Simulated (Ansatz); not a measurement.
SnGe:
```cif
data_Ge4Sn4
_chemical_formula_sum 'Ge4 Sn4'
_space_group_name_H-M_alt 'P 1'
_space_group_IT_number 1
_cell_length_a 4.32807
_cell_length_b 4.30163
_cell_length_c 12.31382
_cell_angle_alpha 90.000
_cell_angle_beta 90.000
_cell_angle_gamma 90.000
loop_
_space_group_symop_operation_xyz
  'x, y, z'
loop_
_atom_site_label
_atom_site_type_symbol
_atom_site_fract_x
_atom_site_fract_y
_atom_site_fract_z
_atom_site_occupancy
Ge1 Ge 0.25000 0.00000 0.33739 1
Ge2 Ge 0.25000 0.50000 0.44614 1
Ge3 Ge 0.75000 0.50000 0.55386 1
Ge4 Ge 0.75000 0.00000 0.66261 1
Sn1 Sn 0.25000 0.00000 0.78669 1
Sn2 Sn 0.25000 0.50000 0.92985 1
Sn3 Sn 0.75000 0.50000 0.07015 1
Sn4 Sn 0.75000 0.00000 0.21331 1
```

Relaxed with PBEsol.

Which orbitals make up the states near the Fermi level in PBEsol in the plane-wave PAW code Ansatz?

Within 0.5 eV of the Fermi level: Sn 5p 48 %, Ge 4p 34 %, Ge 4s 12 %. Projections are on Löwdin-orthogonalised atomic valence shells; empty p or d shells of many metals are not among them.

Tabulate the density of states.

States/eV per cell of 8 atoms, in 0.25 eV bins, energy from the Fermi level.

```
E (eV)  total  Sn 5p  Ge 4p  Sn 5s
------  -----  -----  -----  -----
-7.85    1.24   0.19   0.23   0.41
-7.60    1.89   0.28   0.38   0.55
-7.35    2.35   0.35   0.52   0.57
-7.10    3.69   0.60   0.89   0.88
-6.85    3.33   0.63   0.82   0.95
-6.60    2.66   0.60   0.58   0.99
-6.35    2.45   0.59   0.47   0.95
-6.10    2.74   0.72   0.51   1.03
-5.85    1.99   0.52   0.37   0.74
-5.60    1.67   0.43   0.32   0.60
-5.35    1.34   0.34   0.27   0.47
-5.10    1.14   0.28   0.24   0.39
-4.85    0.97   0.23   0.21   0.33
-4.60    0.83   0.20   0.18   0.28
-4.35    0.71   0.16   0.17   0.23
-4.10    0.62   0.14   0.16   0.19
-3.85    1.35   0.38   0.70   0.16
-3.60    6.51   2.03   4.04   0.22
-3.35    4.19   1.27   2.51   0.20
-3.10    5.24   2.08   2.74   0.21
-2.85    5.04   2.19   2.50   0.17
-2.60    6.04   2.90   2.79   0.18
-2.35    6.34   3.07   2.92   0.18
-2.10    6.09   2.98   2.80   0.15
-1.85    5.55   2.70   2.59   0.12
-1.60    5.03   2.61   2.18   0.12
-1.35    4.51   2.36   1.96   0.08
-1.10    3.62   2.03   1.45   0.06
-0.85    2.60   1.64   0.87   0.04
-0.60    1.85   1.25   0.53   0.03
-0.35    1.33   0.87   0.40   0.02
-0.10    1.05   0.65   0.30   0.02
0.15     0.71   0.22   0.25   0.06
0.40     1.27   0.25   0.56   0.09
0.65     2.46   0.49   1.15   0.18
0.90     3.69   1.10   1.31   0.42
1.15     4.95   1.59   1.68   0.67
1.40     4.92   1.61   1.63   0.73
1.65     6.02   2.00   1.94   1.03
1.90     5.12   1.76   1.60   0.92
2.15     4.30   1.36   1.46   0.58
2.40     4.30   1.44   1.50   0.47
2.65     4.57   1.72   1.54   0.48
2.90     4.83   2.16   1.55   0.36
3.15     5.48   2.44   1.87   0.28
3.40     6.76   2.97   2.28   0.29
3.65     5.64   2.30   2.01   0.26
3.90     5.52   2.12   2.05   0.21
4.15     5.26   1.96   1.95   0.17
4.40     6.45   2.22   2.27   0.18
4.65     6.37   2.07   2.22   0.19
```

Space group Pmma. The start of the workflow was typed in or built on a structure type; neither database checked (COD, Materials Project) lists it. Whether it is the stable phase at ambient conditions was not checked. The PBEsol relaxation kept the symmetry of its start; its stability against distortions is not shown here. Spin–orbit coupling is left out wherever it is not named.

Potentials: the later of the program's two PAW sets.
